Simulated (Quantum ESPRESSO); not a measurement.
Si3O4NF, finding a planted mistake in a log

A calculation, not a measurement. The program is pw.x of Quantum ESPRESSO 7.5 (plane-wave density functional theory). The cell is made up: 9 atoms on a quartz lattice, with randomly drawn elements, strain and displacements, not relaxed. PseudoDojo standard norm-conserving files (v0.5 for PBE, v0.4.1 for LDA and PBEsol) set the functional; there is no spin polarisation, spin-orbit coupling or dispersion term, and the masses in the input are unused placeholders.

Intended input:

```
&control calculation='scf', pseudo_dir='./dojo.nc.sr.pbe.v0_5.standard.upf', outdir='./o', disk_io='low', tprnfor=.true., tstress=.true. /
&system ibrav=0, nat=9, ntyp=4, nbnd=30, ecutwfc=84.00895049, nosym=.true., tot_charge=0,
 occupations='smearing', smearing='fd', degauss=0.0018374661
/
&electrons conv_thr=7.350e-09, electron_maxstep=60, /
ATOMIC_SPECIES
F 1.0 F.upf
N 1.0 N.upf
O 1.0 O.upf
Si 1.0 Si.upf
CELL_PARAMETERS angstrom
5.0843 0.0 0.0
-2.5421 4.4031 0.0
0.0 0.0 5.5806
ATOMIC_POSITIONS angstrom
Si 2.4391 -0.0068 3.6909
Si -1.1846 2.0409 1.8114
Si 1.3658 2.3656 -0.0004
O 1.4011 1.1568 4.3796
N 3.3874 0.6906 2.5797
O 2.8339 2.5602 0.6253
F 0.3521 1.8175 1.2419
O -1.1154 3.2139 3.0611
O 0.8462 3.7998 4.9524
K_POINTS automatic
5 5 4 1 1 1
```

The log is shortened where brackets say so; the opening notice, blank lines, dates and the lines on written files are dropped, and the path of the files is cut. It prints rydbergs, bohrs and kilobars, and counts compression as positive stress. Where no state is partly filled, the Fermi energy that it prints is only some level between the filled and the empty states on the mesh, and need not lie in the true gap.

Log of the intended run:

```
     Program PWSCF v.7.5
     Parallel version (MPI & OpenMP), running on       4 processor cores
     Number of MPI processes:                 4
     Threads/MPI process:                     1
     [start-up lines left out]
     bravais-lattice index     =            0
     lattice parameter (alat)  =       9.6079  a.u.
     unit-cell volume          =     843.0769 (a.u.)^3
     number of atoms/cell      =            9
     number of atomic types    =            4
     number of electrons       =        48.00
     number of Kohn-Sham states=           30
     kinetic-energy cutoff     =      84.0090  Ry
     charge density cutoff     =     336.0358  Ry
     scf convergence threshold =      7.3E-09
     mixing beta               =       0.7000
     number of iterations used =            8  plain     mixing
     Exchange-correlation= PBE
                           (   1   4   3   4   0   0   0)
     [axes and pseudopotential details left out]
   Cartesian axes
     site n.     atom                  positions (alat units)
         1        Si     tau(   1) = (   0.4797317  -0.0013375   0.7259406  )
         2        Si     tau(   2) = (  -0.2329918   0.4014122   0.3562732  )
         3        Si     tau(   3) = (   0.2686309   0.4652755  -0.0000787  )
         4        O      tau(   4) = (   0.2755738   0.2275239   0.8613968  )
         5        N      tau(   5) = (   0.6662471   0.1358299   0.5073855  )
         6        O      tau(   6) = (   0.5573825   0.5035501   0.1229864  )
         7        F      tau(   7) = (   0.0692524   0.3574730   0.2442617  )
         8        O      tau(   8) = (  -0.2193812   0.6321224   0.6020691  )
         9        O      tau(   9) = (   0.1664339   0.7473595   0.9740574  )
     number of k points=    50  Fermi-Dirac smearing, width (Ry)=  0.0018
                       cart. coord. in units 2pi/alat
        k(    1) = (   0.1000000   0.1732052   0.1138834), wk =   0.0400000
        k(    2) = (   0.1000000   0.1732052   0.3416501), wk =   0.0400000
     [further k points left out]
     Dense  grid:    87721 G-vectors     FFT dimensions: (  60,  60,  64)
     Estimated max dynamical RAM per process >     178.00 MB
     Estimated total dynamical RAM >     647.76 MB
     Initial potential from superposition of free atoms
     starting charge      47.9981, renormalised to      48.0000
     Starting wfcs are   36 randomized atomic wfcs
     total cpu time spent up to now is        2.6 secs
     per-process dynamical memory:   134.9 Mb
     Self-consistent Calculation
     iteration #  1     ecut=    84.01 Ry     beta= 0.70
     Davidson diagonalization with overlap
     ethr =  1.00E-02,  avg # of iterations =  3.0
     total cpu time spent up to now is        6.6 secs
     total energy              =    -227.16512403 Ry
     estimated scf accuracy    <       2.68700422 Ry
     iteration #  2     ecut=    84.01 Ry     beta= 0.70
     Davidson diagonalization with overlap
     ethr =  5.60E-03,  avg # of iterations =  3.0
     total cpu time spent up to now is       10.3 secs
     total energy              =    -227.68490297 Ry
     estimated scf accuracy    <       2.86604056 Ry
     [iterations 3 to 10 left out]
     iteration # 11     ecut=    84.01 Ry     beta= 0.70
     Davidson diagonalization with overlap
     ethr =  8.59E-10,  avg # of iterations =  2.0
     total cpu time spent up to now is       43.3 secs
     total energy              =    -228.31996422 Ry
     estimated scf accuracy    <       0.00000002 Ry
     iteration # 12     ecut=    84.01 Ry     beta= 0.70
     Davidson diagonalization with overlap
     ethr =  4.21E-11,  avg # of iterations =  4.0
     total cpu time spent up to now is       47.1 secs
     End of self-consistent calculation
     [lines on levels left out]
     the Fermi energy is     4.9300 ev
!    total energy              =    -228.31996423 Ry
     estimated scf accuracy    <          2.4E-09 Ry
     smearing contrib. (-TS)   =      -0.00000000 Ry
     internal energy E=F+TS    =    -228.31996423 Ry
     The total energy is F=E-TS. E is the sum of the following terms:
     one-electron contribution =    -113.06755661 Ry
     hartree contribution      =      80.87868858 Ry
     xc contribution           =     -60.54720967 Ry
     ewald contribution        =    -135.58388654 Ry
     convergence has been achieved in  12 iterations
     Forces acting on atoms (cartesian axes, Ry/au):
     atom    1 type  4   force =    -0.02355000    0.01863587   -0.01891860
     atom    2 type  4   force =    -0.19226632    0.00821256    0.19113402
     atom    3 type  4   force =     0.08036601    0.00111475   -0.19022288
     atom    4 type  3   force =    -0.01243091    0.04199274    0.09208232
     atom    5 type  2   force =     0.03860242    0.00620866   -0.06861163
     atom    6 type  3   force =     0.04537674    0.00500498    0.02376627
     atom    7 type  1   force =     0.03965154   -0.00419067   -0.02275074
     atom    8 type  3   force =     0.04188346   -0.00243331   -0.05048039
     atom    9 type  3   force =    -0.01763294   -0.07454558    0.04400162
     Total force =     0.388552     Total SCF correction =     0.000055
     Computing stress (Cartesian axis) and pressure
          total   stress  (Ry/bohr**3)                   (kbar)     P=      -56.24
   0.00001222   0.00013859  -0.00032424            1.80       20.39      -47.70
   0.00013859  -0.00065024  -0.00034513           20.39      -95.65      -50.77
  -0.00032424  -0.00034513  -0.00050895          -47.70      -50.77      -74.87
     init_run     :      2.43s CPU      2.52s WALL (       1 calls)
     electrons    :     44.34s CPU     44.50s WALL (       1 calls)
     forces       :      0.72s CPU      0.72s WALL (       1 calls)
     stress       :      2.40s CPU      2.40s WALL (       1 calls)
     [timing details left out]
     PWSCF        :     49.97s CPU     50.24s WALL
     JOB DONE.
```

A second run was made from an input with one planted mistake. Its log:

```
     Program PWSCF v.7.5
     Parallel version (MPI & OpenMP), running on       4 processor cores
     Number of MPI processes:                 4
     Threads/MPI process:                     1
     [start-up lines left out]
     bravais-lattice index     =            0
     lattice parameter (alat)  =       9.6079  a.u.
     unit-cell volume          =     843.0769 (a.u.)^3
     number of atoms/cell      =            9
     number of atomic types    =            4
     number of electrons       =        48.00
     number of Kohn-Sham states=           30
     kinetic-energy cutoff     =      51.6695  Ry
     charge density cutoff     =     206.6782  Ry
     scf convergence threshold =      7.3E-09
     mixing beta               =       0.7000
     number of iterations used =            8  plain     mixing
     Exchange-correlation= PBE
                           (   1   4   3   4   0   0   0)
     [axes and pseudopotential details left out]
   Cartesian axes
     site n.     atom                  positions (alat units)
         1        Si     tau(   1) = (   0.4797317  -0.0013375   0.7259406  )
         2        Si     tau(   2) = (  -0.2329918   0.4014122   0.3562732  )
         3        Si     tau(   3) = (   0.2686309   0.4652755  -0.0000787  )
         4        O      tau(   4) = (   0.2755738   0.2275239   0.8613968  )
         5        N      tau(   5) = (   0.6662471   0.1358299   0.5073855  )
         6        O      tau(   6) = (   0.5573825   0.5035501   0.1229864  )
         7        F      tau(   7) = (   0.0692524   0.3574730   0.2442617  )
         8        O      tau(   8) = (  -0.2193812   0.6321224   0.6020691  )
         9        O      tau(   9) = (   0.1664339   0.7473595   0.9740574  )
     number of k points=    50  Fermi-Dirac smearing, width (Ry)=  0.0018
                       cart. coord. in units 2pi/alat
        k(    1) = (   0.1000000   0.1732052   0.1138834), wk =   0.0400000
        k(    2) = (   0.1000000   0.1732052   0.3416501), wk =   0.0400000
     [further k points left out]
     Dense  grid:    42139 G-vectors     FFT dimensions: (  45,  45,  50)
     Estimated max dynamical RAM per process >      86.99 MB
     Estimated total dynamical RAM >     317.10 MB
     Check: negative core charge=   -0.000087
     Initial potential from superposition of free atoms
     starting charge      47.9981, renormalised to      48.0000
     Starting wfcs are   36 randomized atomic wfcs
     total cpu time spent up to now is        1.3 secs
     per-process dynamical memory:    69.8 Mb
     Self-consistent Calculation
     iteration #  1     ecut=    51.67 Ry     beta= 0.70
     Davidson diagonalization with overlap
     ethr =  1.00E-02,  avg # of iterations =  3.0
     total cpu time spent up to now is        3.5 secs
     total energy              =    -227.02404987 Ry
     estimated scf accuracy    <       2.53344520 Ry
     iteration #  2     ecut=    51.67 Ry     beta= 0.70
     Davidson diagonalization with overlap
     ethr =  5.28E-03,  avg # of iterations =  3.0
     total cpu time spent up to now is        5.6 secs
     total energy              =    -227.48521835 Ry
     estimated scf accuracy    <       2.71346434 Ry
     [iterations 3 to 10 left out]
     iteration # 11     ecut=    51.67 Ry     beta= 0.70
     Davidson diagonalization with overlap
     ethr =  6.73E-10,  avg # of iterations =  2.0
     total cpu time spent up to now is       22.7 secs
     total energy              =    -228.09960682 Ry
     estimated scf accuracy    <       0.00000002 Ry
     iteration # 12     ecut=    51.67 Ry     beta= 0.70
     Davidson diagonalization with overlap
     ethr =  3.87E-11,  avg # of iterations =  4.0
     total cpu time spent up to now is       24.7 secs
     End of self-consistent calculation
     [lines on levels left out]
     the Fermi energy is     4.8993 ev
!    total energy              =    -228.09960682 Ry
     estimated scf accuracy    <          2.5E-09 Ry
     smearing contrib. (-TS)   =      -0.00000000 Ry
     internal energy E=F+TS    =    -228.09960682 Ry
     The total energy is F=E-TS. E is the sum of the following terms:
     one-electron contribution =    -112.60777124 Ry
     hartree contribution      =      80.55533010 Ry
     xc contribution           =     -60.46327913 Ry
     ewald contribution        =    -135.58388655 Ry
     convergence has been achieved in  12 iterations
     Forces acting on atoms (cartesian axes, Ry/au):
     atom    1 type  4   force =    -0.02334639    0.01828416   -0.01884416
     atom    2 type  4   force =    -0.19202437    0.00850865    0.19074631
     atom    3 type  4   force =     0.07984403    0.00064005   -0.19019357
     atom    4 type  3   force =    -0.01233364    0.04181739    0.09174853
     atom    5 type  2   force =     0.03865339    0.00655120   -0.06827785
     atom    6 type  3   force =     0.04411558    0.00426449    0.02434601
     atom    7 type  1   force =     0.03997659   -0.00352561   -0.02274912
     atom    8 type  3   force =     0.04214913   -0.00266427   -0.05113741
     atom    9 type  3   force =    -0.01703432   -0.07387605    0.04436126
     Total force =     0.387854     Total SCF correction =     0.000056
     Computing stress (Cartesian axis) and pressure
          total   stress  (Ry/bohr**3)                   (kbar)     P=     -259.73
  -0.00135534   0.00013446  -0.00033338         -199.38       19.78      -49.04
   0.00013446  -0.00205038  -0.00034394           19.78     -301.62      -50.60
  -0.00033338  -0.00034394  -0.00189111          -49.04      -50.60     -278.19
     init_run     :      1.24s CPU      1.29s WALL (       1 calls)
     electrons    :     23.22s CPU     23.34s WALL (       1 calls)
     forces       :      0.33s CPU      0.34s WALL (       1 calls)
     stress       :      1.12s CPU      1.12s WALL (       1 calls)
     [timing details left out]
     PWSCF        :     25.96s CPU     26.16s WALL
     JOB DONE.
```

Question: what was wrong in the second input?

Answer: the plane-wave cutoff is too low. The input lines that differ, file-writing options aside:

```
- &system ibrav=0, nat=9, ntyp=4, nbnd=30, ecutwfc=84.00895049, nosym=.true., tot_charge=0,
+ &system ibrav=0, nat=9, ntyp=4, nbnd=30, ecutwfc=51.66954698, nosym=.true., tot_charge=0,
```

|  | intended run | run with the mistake |
| --- | --- | --- |
| free energy (eV) | -3106.451 | -3103.453 |
| smearing term -TS (eV) | 0.0000 | 0.0000 |
| pressure (GPa) | -5.62 | -25.97 |
| largest force component (eV/Å) | 4.943 | 4.937 |
| largest change of a force component (eV/Å) |  | 0.032 |
| iterations | 12 | 12 |

For scale, a rerun of the intended cell at a cutoff of 1437 eV and k mesh 7 x 7 x 6 moved values by no more than 0.002 eV in energy, 0.02 GPa in stress and 0.002 eV/Å in force.